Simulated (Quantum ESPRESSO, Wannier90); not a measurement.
# Tight-binding from DFT: LiAuF₆ (R-3)

Materials Project entry mp-1079483; symmetrised, unrelaxed at this level. Not found in the COD (Crystallography Open Database) copy used; not checked further. Method: PBEsol plane waves in Quantum ESPRESSO 7.5 (PseudoDojo norm-conserving files, 68 Ry, no spin polarisation, no spin-orbit coupling), Bloch states on a 4×4×4 mesh through Γ, Wannier90 4.0.1. Density: 8×8×8 mesh, cold smearing 0.01 Ry. Spin-orbit coupling is left out although heavy elements are present.

On the energy scale of pw.x, whose zero is arbitrary, the valence-band maximum lies at 2.42 eV.

Input w.win:

```
num_bands = 1
num_wann = 1
exclude_bands = 1-4,6-51
num_iter = 1000
conv_tol = 1.0e-6
conv_window = 4
write_hr = true
write_u_matrices = true
auto_projections = true
begin unit_cell_cart
ang
   -2.4689899733    4.2764160771    0.0000000000
   -4.9379799466    0.0000000000    0.0000000000
   -2.4689899733    1.4254720257    4.5196400000
end unit_cell_cart
begin atoms_frac
Li   0.5000000000  0.5000000000  0.5000000000
Au   0.0000000000  0.0000000000  0.0000000000
F   -0.0976500000  0.2415000000  0.2466570000
F    0.0976500000 -0.2415000000 -0.2466570000
F   -0.3905070000 -0.0976500000  0.2466570000
F    0.3905070000  0.0976500000 -0.2466570000
F    0.2415000000 -0.3905070000  0.2466570000
F   -0.2415000000  0.3905070000 -0.2466570000
end atoms_frac
mp_grid = 4 4 4
begin kpoints
0.0000000000 0.0000000000 0.0000000000
0.0000000000 0.0000000000 0.2500000000
0.0000000000 0.0000000000 0.5000000000
... (61 more lines: the 4x4x4 mesh through Gamma)
end kpoints
```

Input of pw2wannier90.x that gives the overlap and projection files (equivalent; here they were cut from one run over all bands):

```
&inputpp
  outdir = './out'
  prefix = 'pwscf'
  seedname = 'w'
  write_amn = .true.
  write_mmn = .true.
  atom_proj = .true.
  atom_proj_exclude = 2 3 4 5 6 7 8 9 10 11 12 13 14 15 16 17 18 19 20 21 22 23 24 25 26 27 28 29 30 31 32 33 34 35 36
/
```

Output w.wout (banner and timings cut):

```
                                    ------
                                    SYSTEM
                                    ------

                              Lattice Vectors (Ang)
                    a_1    -2.468990   4.276416   0.000000
                    a_2    -4.937980   0.000000   0.000000
                    a_3    -2.468990   1.425472   4.519640

                   Unit Cell Volume:      95.44059  (Ang^3)

                        Reciprocal-Space Vectors (Ang^-1)
                    b_1     0.000000   1.469264  -0.463399
                    b_2    -1.272420  -0.734632  -0.463399
                    b_3     0.000000   0.000000   1.390196

 *----------------------------------------------------------------------------*
 |   Site       Fractional Coordinate          Cartesian Coordinate (Ang)     |
 +----------------------------------------------------------------------------+
 | li   1   0.50000   0.50000   0.50000   |   -4.93798   2.85094   2.25982    |
 | au   1   0.00000   0.00000   0.00000   |   -0.00000   0.00000   0.00000    |
 | f    1  -0.09765   0.24150   0.24666   |   -1.56042  -0.06599   1.11480    |
 | f    2   0.09765  -0.24150  -0.24666   |    1.56042   0.06599  -1.11480    |
 | f    3  -0.39051  -0.09765   0.24666   |    0.83736  -1.31837   1.11480    |
 | f    4   0.39051   0.09765  -0.24666   |   -0.83736   1.31837  -1.11480    |
 | f    5   0.24150  -0.39051   0.24666   |    0.72306   1.38436   1.11480    |
 | f    6  -0.24150   0.39051  -0.24666   |   -0.72306  -1.38436  -1.11480    |
 *----------------------------------------------------------------------------*
                                ------------
                                K-POINT GRID
                                ------------

             Grid size =  4 x  4 x  4      Total points =   64

 *---------------------------------- MAIN ------------------------------------*
 |  Number of Wannier Functions               :                 1             |
 |  Number of Objective Wannier Functions     :                 1             |
 |  Number of input Bloch states              :                 1             |
 |  Output verbosity (1=low, 5=high)          :                 1             |
 |  Timing Level (1=low, 5=high)              :                 1             |
 |  Optimisation (0=memory, 3=speed)          :                 3             |
 |  Length Unit                               :               Ang             |
 |  Post-processing setup (write *.nnkp)      :                 F             |
 |  Using Gamma-only branch of algorithms     :                 F             |
 *----------------------------------------------------------------------------*
 *------------------------------- WANNIERISE ---------------------------------*
 |  Total number of iterations                :              1000             |
 |  Number of CG steps before reset           :                 5             |
 |  Trial step length for line search         :             2.000             |
 |  Convergence tolerence                     :         0.100E-05             |
 |  Convergence window                        :                 4             |
 |  Iterations between writing output         :                 1             |
 |  Iterations between backing up to disk     :               100             |
 |  Write r^2_nm to file                      :                 F             |
 |  Write xyz WF centres to file              :                 F             |
 |  Write on-site energies <0n|H|0n> to file  :                 F             |
 |  Use guiding centre to control phases      :                 F             |
 |  Use phases for initial projections        :                 F             |
 *----------------------------------------------------------------------------*
 *-------------------------------- PLOTTING ----------------------------------*
 |  Plotting Hamiltonian in WF basis          :                 T             |
 *----------------------------------------------------------------------------*

       ... (k-mesh section left out)

 Starting a new Wannier90 calculation ...

 Reading overlaps from w.mmn

 Reading projections from w.amn

 *------------------------------- WANNIERISE ---------------------------------*
 +--------------------------------------------------------------------+<-- CONV
 | Iter  Delta Spread     RMS Gradient      Spread (Ang^2)            |<-- CONV
 +--------------------------------------------------------------------+<-- CONV

 ------------------------------------------------------------------------------
 Initial State
  WF centre and spread    1  ( -4.937980,  2.850944,  2.259820 )     0.14690060
  Sum of centres and spreads ( -4.937980,  2.850944,  2.259820 )     0.14690060

      0     0.147E+00     0.0000000000        0.1469005996  <-- CONV
        O_D=      0.0000000 O_OD=      0.0000000 O_TOT=      0.1469006 <-- SPRD
 ------------------------------------------------------------------------------
      1     0.000E+00     0.0000000003        0.1469005996  <-- CONV
        O_D=      0.0000000 O_OD=      0.0000000 O_TOT=      0.1469006 <-- SPRD
      2     0.000E+00     0.0000000003        0.1469005996  <-- CONV
        O_D=      0.0000000 O_OD=      0.0000000 O_TOT=      0.1469006 <-- SPRD
      3     0.000E+00     0.0000000003        0.1469005996  <-- CONV
        O_D=      0.0000000 O_OD=      0.0000000 O_TOT=      0.1469006 <-- SPRD
      4     0.000E+00     0.0000000003        0.1469005996  <-- CONV
        O_D=      0.0000000 O_OD=      0.0000000 O_TOT=      0.1469006 <-- SPRD
             <<<     Delta < 1.000E-06  over  4 iterations     >>>
             <<< Wannierisation convergence criteria satisfied >>>
 Final State
  WF centre and spread    1  ( -4.937980,  2.850944,  2.259820 )     0.14690060
  Sum of centres and spreads ( -4.937980,  2.850944,  2.259820 )     0.14690060

         Spreads (Ang^2)       Omega I      =     0.146900600
        ================       Omega D      =     0.000000000
                               Omega OD     =     0.000000000
    Final Spread (Ang^2)       Omega Total  =     0.146900600
```
